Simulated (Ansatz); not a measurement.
AlCo (rock salt, space group No. 225) at seven volumes, PBEsol in the plane-wave PAW code Ansatz, scaled uniformly. One row is withheld.

```json
[
 {"V (Å³/atom)": "12.051", "P (GPa)": "15.11"},
 {"V (Å³/atom)": "12.448", "P (GPa)": "9.28"},
 {"V (Å³/atom)": "12.846", "P (GPa)": "?"},
 {"V (Å³/atom)": "13.243", "P (GPa)": "0.01"},
 {"V (Å³/atom)": "13.640", "P (GPa)": "-3.65"},
 {"V (Å³/atom)": "14.038", "P (GPa)": "-6.79"},
 {"V (Å³/atom)": "14.435", "P (GPa)": "-9.48"}
]
```

Task: Fit the shown pressures and predict the withheld one.

Result: Third-order Birch–Murnaghan: P = (3/2)B₀(x^(7/2) − x^(5/2))[1 + (3/4)(B′ − 4)(x − 1)] with x = (V₀/V)^(2/3). Least squares on the six rows gives V₀ = 13.244 Å³/atom, B₀ = 131.6 GPa, B′ = 4.15. At V = 12.846, x = 1.0205 and P = 4.28 GPa. The run itself gave 4.29 GPa.

Space group Fm-3m (rock salt). The start of the workflow was typed in or built on a structure type; neither database checked (COD, Materials Project) lists it. Its standing as an ambient phase is unchecked. The PBEsol relaxation kept the symmetry of its start. At this level the phase is mechanically unstable. The workflow began spin-polarised and lost its moments. Its formation energy is positive at this level, so the cell may be metastable or incomplete.

Potentials: the earlier of the program's two PAW sets. The files were generated under PBE; for other functionals the program regenerates the frozen cores, and for LDA and PBEsol the local potential too.
